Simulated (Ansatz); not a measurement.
## Sc2CO: what symmetry allows forces and stress to be

```
Sc C O
1.0
     1.57823    0.91119    5.46665
    -1.57823    0.91119    5.46665
     0.00000   -1.82238    5.46665
Sc C O
2 1 1
Direct
  0.24374 0.24374 0.24374
  0.75626 0.75626 0.75626
  0.50000 0.50000 0.50000
  0.00000 0.00000 0.00000
```

Theory: DFT PBEsol, scalar-relativistic, plane waves, PAW in Ansatz 0.2.0.

Plane waves to 420 eV, a k mesh through Γ of 15×15×15 on the computed 4-atom cell and Gaussian smearing (0.10 eV); no spin polarisation.

This distorted cell has space group R-3m, with 12 operations.

Q: Without a calculation: in which directions can each atom feel a force?

A: A force must be left unchanged by every operation that keeps its atom in place, so it lies in the space that those operations leave fixed. Atoms that the group maps onto each other feel forces of one size.
| atom | site symmetry | operations at the site | equivalent to atom | allowed force (Cartesian) |
| --- | --- | --- | --- | --- |
| Sc1 | 3m | 6 | 1 | along (0.00, 0.00, 1.00) |
| Sc2 | 3m | 6 | 1 | along (0.00, 0.00, 1.00) |
| C3 | -3m | 12 | 3 | none |
| O4 | -3m | 12 | 4 | none |

That leaves 1 independent force component of 12. A relaxation in this cell that keeps the symmetry moves the atoms in these directions alone.

Q: And the stress tensor?

A: It must be invariant under the point group, which leaves 2 independent components: yz, xz, xy vanish; xx = yy.

Q: Do the computed values obey this?

A: Yes. Forces (eV/Å):
```
Sc1  0.000  0.000  1.196
Sc2  0.000  0.000 -1.196
C3   0.000  0.000  0.000
O4   0.000  0.000  0.000
```

Stress (GPa, compression positive, xx yy zz yz xz xy): 5.51 5.51 -9.40 0.00 0.00 0.00. The program imposes the same operations on density, forces and stress, so this confirms the analysis and is no independent test of the calculation.